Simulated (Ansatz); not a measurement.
Ansatz input

```yaml
crystal:
  lattice:
    - [-1.5907229551, 1.5907229551, 1.5907229551]
    - [1.5907229551, -1.5907229551, 1.5907229551]
    - [1.5907229551, 1.5907229551, -1.5907229551]
  atoms:
    - { symbol: Pt, position: [0.0, 0.0, 0.0], spin: 1.0 }
hamiltonian:
  xc: mr2scan
  pseudopotentials:
    kind: paw
    azcp:
      Pt: "pseudopotentials/Pt.paw.azcp"
basis:
  ecutwfc: 500
  fft_grid_basis: typed
kpoints:
  mp_grid: { grid: [23, 23, 23], shift: [0, 0, 0] }
magnetization:
  spin_polarized: true
scf:
  occupations: { method: fermi_dirac, width: 0.05 }
output:
  stress: true
```

and its output:

```
Engine: ansatz 0.2.0, aarch64-unknown-linux-gnu
Pseudopotentials: kind: paw
Pseudopotential: Pt, paw, valence charge 18, recommended cutoff 500 eV (meta_gga) 
Functional definition: m-r2SCAN
  exchange = m_r2scan_x
  correlation = m_r2scan_c
Crystal: 1 atoms, lattice volume = 16.101 Å³
Basis set: ecut = 500 eV, 381 PW (Γ), exchange–correlation on 96×96×96 points (64 copies of the dense FFT grid, shifted against one another)
Bands: 14, of which v1, the nominal top of the filled ones, is band 9 counted from 1 (8 counted from 0)
Symmetry: 48 space group operations
Space group: Im-3m (ITA 229), of the structure as read, at distance tolerance 2.5e-5 Å
Magnetic group: BNS 229.140 (UNI 1642), of the structure as read, at distance tolerance 2.5e-5 Å
k-points: 364 of 12167
Non-local potential: Pt, projectors of the file, l = 0: 3, l = 1: 2, l = 2: 2, l = 3: 1
PAW form: soft (Blöchl's): semilocal exchange-correlation on the pseudo side does not see the compensation charge
PAW frozen core: Pt, regenerated for the run's functional (the file was generated under x = pbe(κ = 0.804, μ = 0.2195149727645171), c = pbe(β = 0.06672455060314922))
PAW one-centre angular grid: Pt, 590 points (default); XC on 160 Gauss nodes
Initial density: superposition of atomic densities (chi_scale 0.1, normalization cell)
Starting moments: Σ|m| = 1 μB on 1 of 1 site
Initial wavefunctions: pseudopotential atomic-orbital guess
Functional: x = mr2scan, c = mr2scan; τ floored in thin density (d = 2e-4 eV/Å³)
iter 1 solved again at ethr=2.39e-3 eV; its pass at ethr=3.10e-3 eV (dr2=4.31e-1 eV) is discarded
SCF iter   1: F=—  HF=-12536.606091 eV  |F-HF|=—  |Δ(HF+E_count)|=         —  Δρ=4.55e-2 (↑4.55e-2 ↓2.97e-2)  dr2=6.21e-1  dr2_τ=1.40e-2  dr2_m=5.62e-2  M=0.538 μB ∫|m|=0.541 μB  β_m=0.65  ethr=2.39e-3  ⟨swp⟩=2.0  Hψ=76669  notcnv=0
Mixer restart at iter 1: flushing history
SCF iter   2: F=—  HF=-12536.432612 eV  |F-HF|=—  |Δ(HF+E_count)|=   1.73e-1  Δρ=1.71e-2 (↑1.70e-2 ↓1.71e-2)  dr2=4.49e-2  dr2_τ=7.54e-3  dr2_m=1.10e-2  M=0.481 μB ∫|m|=0.492 μB  β_m=1.00  ethr=2.39e-3  ⟨swp⟩=2.0  Hψ=17368  notcnv=0  κ⁻¹=1.0e0(r=1)
SCF iter   3: F=—  HF=-12536.709527 eV  |F-HF|=—  |Δ(HF+E_count)|=         —  Δρ=3.37e-2 (↑3.37e-2 ↓2.48e-2)  dr2=2.65e-2  dr2_τ=1.58e-2  dr2_m=1.08e-1  M=0.020 μB ∫|m|=0.026 μB  β_m=0.31  ethr=2.50e-4  ⟨swp⟩=2.3  Hψ=15965  notcnv=0  defer=18
Mixer restart at iter 3: flushing history
SCF iter   4: F=—  HF=-12536.687624 eV  |F-HF|=—  |Δ(HF+E_count)|=   2.19e-2  Δρ=2.31e-2 (↑2.31e-2 ↓1.70e-2)  dr2=1.33e-2  dr2_τ=8.97e-4  dr2_m=4.91e-2  M=0.029 μB ∫|m|=0.031 μB  β_m=0.38  ethr=1.47e-4  ⟨swp⟩=1.8  Hψ=12623  notcnv=0  defer=18  κ⁻¹=1.0e0(r=1)
SCF iter   5: F=—  HF=-12536.682847 eV  |F-HF|=—  |Δ(HF+E_count)|=   4.78e-3  Δρ=9.20e-3 (↑9.20e-3 ↓6.64e-3)  dr2=2.50e-3  dr2_τ=2.38e-4  dr2_m=7.28e-3  M=0.006 μB ∫|m|=0.008 μB  β_m=1.00  ethr=7.37e-5  ⟨swp⟩=2.6  Hψ=18082  notcnv=0  defer=28  κ⁻¹=1.9e-1(r=2)
...
SCF iter  14: F=—  HF=-12536.683462 eV  |F-HF|=—  |Δ(HF+E_count)|=   2.12e-9  Δρ=1.36e-6 (↑1.34e-6 ↓1.36e-6)  dr2=1.77e-12  dr2_τ=3.73e-11  dr2_m=2.68e-10  M=-0.000 μB ∫|m|=0.000 μB  β_m=1.00  ethr=1.00e-12  ⟨swp⟩=1.0  Hψ=27027  notcnv=0  κ⁻¹=2.2e-7(r=8)
SCF iter  15: F=—  HF=-12536.683462 eV  |F-HF|=—  |Δ(HF+E_count)|=  6.29e-10  Δρ=8.51e-7 (↑8.51e-7 ↓7.61e-7)  dr2=2.25e-12  dr2_τ=1.35e-11  dr2_m=9.49e-11  M=-0.000 μB ∫|m|=0.000 μB  β_m=1.00  ethr=1.00e-12  ⟨swp⟩=2.0  Hψ=19556  notcnv=0  κ⁻¹=3.0e-8(r=8)
SCF iter  16: F=-12536.683462 eV  HF=-12536.683462 eV  |F-HF|=1.27e-11  |Δ(HF+E_count)|=  3.31e-10  Δρ=2.64e-7 (↑1.28e-7 ↓2.64e-7)  dr2=5.76e-12  dr2_τ=8.06e-13  dr2_m=5.08e-12  M=-0.000 μB ∫|m|=0.000 μB  ethr=1.00e-12  ⟨swp⟩=2.0  Hψ=17707  notcnv=0
SCF 1 converged in 16 iterations: F = -12536.683462 eV  dr2 = 5.76e-12
WARN: the starting moments were not kept: the SCF closed with an absolute magnetisation of 9.1e-7 μB, where they sum to 1 μB in size (1 site). That is at most 0.1 of that sum. Measured as dr2_m measures the in/out step, that magnetisation stands 4.0e-13 eV from none, at or under the dr2_threshold of 1.0e-7 eV: it is no larger than a step whose dr2_m would equal this threshold. The system may hold no moment; this SCF shows only that its start led to no more than that. To try another start: raise the starting moments (crystal.atoms[].spin, magnetization.per_species, magnetization.initial_magnetization, or on a non-collinear deck that types none of these the spinor_matrix: blocks that start its atoms; where the total moment is fixed, keep their sum and leave initial_magnetization as it is; typed ones take the place of any that the run laid by itself, positive ones on a crystal's lanthanoids without a Hubbard term where scf.initial_density.shell_occupations: [] is typed) or, if the notice of its spin-set hold's release reads "site moments contracting" or "site moments show no strong build", lengthen the hold (scf.mixing.spin_hold: { on: { confirm: 4 } }; for m-r²SCAN on two components see the key's manual first). Each may lead to a state that holds a moment. A second SCF, from the converged charge density, with the starting moments and any scf.initial_density.shell_occupations laid on it anew, would have followed, and was not run: the deck does not ask for one (magnetization.retry_lost_moments is false, the default). To let it run, set magnetization.retry_lost_moments: true and run the deck again, where that key's refused combinations let it; where memory then withholds it, that run's warning says so.
this state was not tested for a lower state beside it, because the mixer in use, unlike msr1, does not test its closes by its own steps (another_mixer; see scf.mixing.algorithm and scf.lower_state_search)
SCF converged after 16 iterations
Magnetization: -0.0000 μB (9.0000 up, 9.0000 down)
Absolute magnetization: 0.0000 μB (∫|ρ↑−ρ↓|, with the PAW one-centre terms)
Spin contamination: 0.0000 ħ² per cell (⟨S²⟩ above its minimum at these occupations)
Per-site moments (μB) at R_I (Å): [(-8.456904580430507e-7, 1.1365253538372138)]
Free energy (F): -12536.683462 eV
Harris-Foulkes:  -12536.683462 eV  (|F-HF|=1.27e-11)
Internal energy: -12536.677328 eV  (E = F + TS)
E sigma→0 (E₀):  -12536.680395 eV
Entropy (-TS):   -0.006134 eV (-6.134 meV/atom)
Fermi energy:    20.996635 eV
--- Per-component energies (eV) ---
  E_band       = -175.872403
  E_kinetic    = 636.874006
  E_local      = -1553.376303  (includes V_loc(G=0)·N_el)
  E_nonlocal   = 202.395124
  E_hartree    = 575.570868
  E_xc         = -249.535406
  E_vxc        = -336.603363  (∫ρ·V_xc dr)
  E_paw        = -9479.966559  (= ΣΔE_a)
  E_vpaw       = -297.800872  (= ΣTr[D̂ρ^β])
  E_aug_tail   = 0.000141  (compensation charges beyond the density's cutoff)
  E_vtau       = 21.497019  (kinetic-family band-sum trace: ∫τ·v_τ [+ j·A + Jᵃ·Aᵃ] dr)
  E_ewald      = -2668.407705
  E_core_change = -0.231494  (= ΣΔE_core)
  E_smearing   = -0.006134  (= −TS)
  E_closure    = -0.000000  (closes the sum)
  Σ components = -12536.683462   (vs F -12536.683462, Δ=0.00e0)
--- Stress (GPa, compression-positive) ---
       -9.308997      -0.000000      -0.000000
       -0.000000      -9.308997      -0.000000
        0.000000      -0.000000      -9.308997
  P = ⅓ Tr σ = -9.3090 GPa (-93.090 kbar)
```
